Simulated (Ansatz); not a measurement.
## Br, first-principles data

Br:
```
CELL_PARAMETERS angstrom
     -1.29815     1.59887     3.61176
      1.29815    -1.59887     3.61176
      1.29815     1.59887    -3.61176
ATOMIC_POSITIONS crystal
  Br 0.00000 0.00000 0.00000
```

Space group Immm (No. 71); conventional cell a = 2.5963 Å, b = 3.1977 Å, c = 7.2235 Å, α = β = γ = 90.00°.

Method: the program Ansatz at the PBEsol level (PAW). Geometry: relaxed at this level of theory. Other levels are named where they apply.

### Cell and energy

```json
{
 "volume_per_atom": "29.99 Å³",
 "density": "4.42 g/cm³"
}
```

### Electronic structure

```json
{
  "electronic_character": "metallic (no gap)",
  "Density of states at the Fermi level": "0.45 states/eV per atom (mean over ±0.08 eV)"
}
```

The first step of the workflow began from a Materials Project structure, measured or hypothetical; the Crystallography Open Database copy checked does not list it. It is not the usual solid phase (space group No. 64). Symmetry was held in the PBEsol relaxation; its stability against distortions is not shown here. The substance is a gas or liquid at ambient conditions. With an odd number of electrons in the cell and no spin polarisation, the count alone makes it a metal. Scalar-relativistic: spin–orbit coupling is off unless named, which matters more the heavier the elements.

Potentials: the later of the program's two PAW sets.
